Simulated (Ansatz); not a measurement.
## BiRu (zincblende structure)

Computed with Ansatz (plane waves, PAW, 500 eV cutoff): r²SCAN, scalar-relativistic, no spin polarisation, Γ-centred 10×10×10 mesh, 0.05 eV Gaussian smearing; PAW files: Ansatz's generated set soft_2.

```yaml
crystal:
  lattice:
    - [0.00000, 3.02309, 3.02309]
    - [3.02309, 0.00000, 3.02309]
    - [3.02309, 3.02309, 0.00000]
  atoms:
    - { symbol: Ru, position: [0.00000, 0.00000, 0.00000] }
    - { symbol: Bi, position: [0.25000, 0.25000, 0.25000] }
```

The cell came from substitution into a structure type; no database entry of this phase was matched, which doesn't show that none exists.

The cell above was scaled in volume, its shape and atoms being fixed by the lattice's symmetry. Energies are counted from the cell above.

```
V (Å³/atom)  ΔE (meV/atom)  P from the stress (GPa)
     26.523          13.00                     3.92
     27.076           3.12                     1.85
     27.628           0.00                     0.01
     28.181           2.87                    -1.63
     28.733          11.09                    -3.09
     29.562          32.14                    -4.98
```

Do the energies and the pressures agree? Compare −ΔE/ΔV between neighbouring points (1 meV/Å³ = 0.1602 GPa) with the mean of their pressures.

```json
{"interval (Å³/atom)": "26.52 to 27.08", "−ΔE/ΔV (GPa)": "2.9", "mean P (GPa)": "2.9"}
{"interval (Å³/atom)": "27.08 to 27.63", "−ΔE/ΔV (GPa)": "0.9", "mean P (GPa)": "0.9"}
{"interval (Å³/atom)": "27.63 to 28.18", "−ΔE/ΔV (GPa)": "-0.8", "mean P (GPa)": "-0.8"}
{"interval (Å³/atom)": "28.18 to 28.73", "−ΔE/ΔV (GPa)": "-2.4", "mean P (GPa)": "-2.4"}
{"interval (Å³/atom)": "28.73 to 29.56", "−ΔE/ΔV (GPa)": "-4.1", "mean P (GPa)": "-4.0"}
```
They differ by 0.03 GPa at most.

What do the two routes give for V0, B0 and B0′?

A third-order Birch–Murnaghan fit of the energies: V0 = 27.63 Å³/atom, B0 = 87 GPa, B0′ = 4.9. A polynomial of P in ln V, with B = −dP/d ln V at P = 0: V0 = 27.63 Å³/atom, B0 = 87 GPa, B0′ = 4.8.

B0·V0 = 86.9 GPa × 27.63 Å³ = 14.98 eV/atom sets the scale: near the minimum ΔE ≈ ½ B0 V0 x², with x = V/V0 − 1, and a pressure of 0.9 GPa squeezes the volume by about 1 %. At the ends of the curve: x = −4.0 % predicts 12.0 meV/atom and the run gives 13.0; x = +7.0 % predicts 36.7 meV/atom and the run gives 32.1. The lopsidedness is anharmonic: atoms resist being pushed together more than being pulled apart.

Scalar-relativistic only: spin–orbit splittings of the heavy atoms' levels are missing. The run is a metal.
